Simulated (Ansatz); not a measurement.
A geometry of CsPbCl$_{3}$ away from equilibrium: step 2 of the relaxation of a relaxed CsPbCl3 cell shaken by Gaussian noise of σ = 0.08 Å a coordinate. All values below come from r2SCAN (plane waves to 500 eV, PAW, scalar-relativistic; Ansatz, an electronic-structure program). Γ-centred k-mesh 4×4×4 on the run's cell (coarser than for final values), Fermi–Dirac smearing 0.05 eV.

```yaml
crystal:
  lattice:
    - [4.36246, 2.49756, 6.80197]
    - [-4.29575, 2.48324, 6.76480]
    - [0.02095, -4.97593, 6.78160]
  atoms:
    - { symbol: Pb, position: [0.24376, 0.24936, 0.23933] }
    - { symbol: Pb, position: [0.74524, 0.74029, 0.75955] }
    - { symbol: Cs, position: [0.00369, 0.00482, 0.00240] }
    - { symbol: Cs, position: [0.50097, 0.49386, 0.50979] }
    - { symbol: Cl, position: [0.93193, 0.56498, 0.23348] }
    - { symbol: Cl, position: [0.24632, 0.94913, 0.56219] }
    - { symbol: Cl, position: [0.57148, 0.25060, 0.93502] }
    - { symbol: Cl, position: [0.06824, 0.43720, 0.74787] }
    - { symbol: Cl, position: [0.76402, 0.05333, 0.45322] }
    - { symbol: Cl, position: [0.42048, 0.74986, 0.07590] }
```

Q: What forces act on the atoms (eV/Å)?

A: 
```
atom     Fx     Fy     Fz
----  -----  -----  -----
Pb1    0.00   0.05  -0.18
Pb2   -0.02  -0.16  -0.07
Cs3   -0.04  -0.08  -0.08
Cs4   -0.08   0.11  -0.01
Cl5   -0.02   0.01   0.04
Cl6    0.08   0.01   0.05
Cl7   -0.02  -0.08   0.09
Cl8   -0.05   0.01   0.03
Cl9    0.03   0.05   0.03
Cl10   0.11   0.08   0.10
```

Q: What is the pressure?

A: -0.1 GPa, compression positive.

Q: How much energy per atom can still be gained by relaxing?

A: 0.25 eV/atom; the path ends in P-1 (No. 2) at a tolerance of 0.01 Å, C2/m (No. 12) at 0.1 Å.

No spin polarisation in the result.

The end of the path is a generated cell of CsPbCl3: the first start was made by placing the elements on the sites of a structure type, and the end was not matched to a known phase here, so it may be hypothetical. Known forms of CsPbCl3 include space group No. 221.
